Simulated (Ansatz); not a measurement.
Ga₂O₃ (beta-Ga2O3 type, space group C2/m)

```
Ga2O3
1.0
    6.12784    -1.51953     0.00000
    6.12784     1.51953     0.00000
   -1.38609     0.00000     5.64055
Ga O
4 6
Direct
  0.09052   0.09052   0.79479
  0.90948   0.90948   0.20521
  0.65873   0.65873   0.31448
  0.34127   0.34127   0.68552
  0.16422   0.16422   0.10916
  0.83578   0.83578   0.89084
  0.17334   0.17334   0.56352
  0.82666   0.82666   0.43648
  0.49628   0.49628   0.25624
  0.50372   0.50372   0.74376
```

Equation-of-state scan: isotropic scaling of the cell above, V₀ being its volume. The atoms relax within the cell's symmetry.

Calculation: r2SCAN (plane waves to 500 eV, PAW, scalar-relativistic; Ansatz, an electronic-structure program). k mesh 11×11×6 (Γ-centred), Fermi-Dirac smearing 0.05 eV. Energies are smeared free energies. Stress and pressure are positive under compression. With the shape held, the modulus is that of even scaling; a crystal free to change shape is softer. Ga2O3 was relaxed with its symmetry unable to fall. ΔE is measured from the relaxed starting cell.

```json
[
 {"V (Å³/atom)": "9.874", "ΔE (meV/atom)": "24.0"},
 {"V (Å³/atom)": "10.032", "ΔE (meV/atom)": "13.1"},
 {"V (Å³/atom)": "10.189", "ΔE (meV/atom)": "5.7"},
 {"V (Å³/atom)": "10.347", "ΔE (meV/atom)": "1.4"},
 {"V (Å³/atom)": "10.504", "ΔE (meV/atom)": "0.0"},
 {"V (Å³/atom)": "10.662", "ΔE (meV/atom)": "1.3"},
 {"V (Å³/atom)": "10.819", "ΔE (meV/atom)": "5.2"},
 {"V (Å³/atom)": "10.977", "ΔE (meV/atom)": "11.3"},
 {"V (Å³/atom)": "11.135", "ΔE (meV/atom)": "withheld"}
]
```

Fit a third-order Birch-Murnaghan form (E₀, V₀, B₀, B₀′ free) to the given rows and predict ΔE at V = 11.135.

Least squares on the 8 given rows: ΔE = E₀ + (9V₀B₀/16)·y²·[2 + (B₀′ − 4)y], y = (V₀/V)^(2/3) − 1, with V₀ = 10.504 Å³/atom, B₀ = 183.2 GPa (160.2 GPa = 1 eV/Å³; the term in eV is multiplied by 1000), B₀′ = 4.12, E₀ = 0.01 meV/atom; root-mean-square residual 0.03 meV/atom. At 11.135 the fit gives 19.6 meV/atom; the calculation gives 19.7 meV/atom, so the extrapolation is off by -0.1 (-0.5 %). For the pressure the fit gives -9.5 GPa against the computed -9.5 GPa.

(A scan under strain: stresses follow from slopes of the energy per volume, elastic moduli from its curvatures.)
